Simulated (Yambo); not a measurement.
Yambo run on KZnF₃ (cubic perovskite, space group Pm-3m, No. 221). The wavefunctions come from this Quantum ESPRESSO step (PBEsol, PseudoDojo standard norm-conserving files, scalar-relativistic):

```
&CONTROL
  calculation = 'nscf'
  pseudo_dir = './pseudo'
  outdir = './out'
/
&SYSTEM
  ibrav = 0
  nat = 5
  ntyp = 3
  ecutwfc = 84.0
  ecutrho = 336.0
  occupations = 'fixed'
  force_symmorphic = .true.
  nbnd = 136
/
&ELECTRONS
  conv_thr = 5e-09
  diago_full_acc = .true.
  diago_thr_init = 1e-08
/
ATOMIC_SPECIES
F 18.9984 F.upf
K 39.0983 K.upf
Zn 65.3800 Zn.upf
CELL_PARAMETERS angstrom
  4.047420000000   0.000000000000   0.000000000000
  0.000000000000   4.047420000000   0.000000000000
  0.000000000000   0.000000000000   4.047420000000
ATOMIC_POSITIONS crystal
F   0.000000000000   0.500000000000   0.500000000000
F   0.500000000000   0.000000000000   0.500000000000
F   0.500000000000   0.500000000000   0.000000000000
K   0.000000000000   0.000000000000   0.000000000000
Zn   0.500000000000   0.500000000000   0.500000000000
K_POINTS automatic
4 4 4 0 0 0
```

Yambo input:

```
rim_cut
gw0
dyson
el_el_corr
HF_and_locXC
ppa
em1d
RandQpts= 1000000
RandGvec= 1 Ry
EXXRLvcs= 84 Ry
VXCRLvcs= 336 Ry
Chimod= "HARTREE"
% BndsRnXp
 5 | 134 |
%
NGsBlkXp= 8 Ry
% LongDrXp
 1.0 | 1.0 | 1.0 |
%
PPAPntXp= 27.2114 eV
% GbndRnge
 1 | 134 |
%
GTermKind= "BG"
DysSolver= "n"
ExtendOut
% QPkrange
 1 | 1 | 25 | 26 |
 3 | 3 | 25 | 26 |
 6 | 6 | 25 | 26 |
 10 | 10 | 25 | 26 |
%
```

k points by index: 1 = Γ, 3 = X, 6 = M, 10 = R.

Table of the .qp output:

```
#    K-point    Band    Eo [eV]    E [eV]    E-Eo [eV]    Vxc [eV]    Vnlxc [eV]    Sc|Eo [eV]    Sc|E [eV]    dSc/dw|Eo [eV]    Re(Z)    Im(Z)
#
    1    25    -1.737632    -3.940937    -2.203305    -22.35731    -30.13022    5.035962    5.569605    -6.590384    0.805028    -0.711730E-3
    1    26    3.840705    5.184949    1.344243    -13.35076    -8.450556    -3.361726    -3.555960    -3.931686    0.873754    -0.681181E-3
    3    25    -1.609758    -4.257931    -2.648173    -28.50449    -36.69154    4.953545    5.538883    -6.012453    0.819005    -0.004671
    3    26    6.620322    8.351953    1.731631    -16.93338    -11.65553    -3.253203    -3.546220    -4.604361    0.855279    -0.914356E-3
    6    25    -0.002773    -2.308248    -2.305475    -29.10893    -36.87041    4.957976    5.456009    -5.877971    0.822360    -0.965269E-3
    6    26    8.095135    10.16217    2.067031    -17.28008    -11.45664    -3.395383    -3.756412    -4.752528    0.851315    -0.001037
    10    25    0.000000    -2.304151    -2.304151    -29.10769    -36.87148    4.961669    5.459636    -5.880563    0.822295    -0.965589E-3
    10    26    8.455982    10.22730    1.771316    -11.44418    -5.894978    -3.532349    -3.777887    -3.772151    0.878238    0.003581
```
(The two width columns are left out.) Convergence of these settings isn't established.

Geometry of the Materials Project entry, not relaxed at this level.
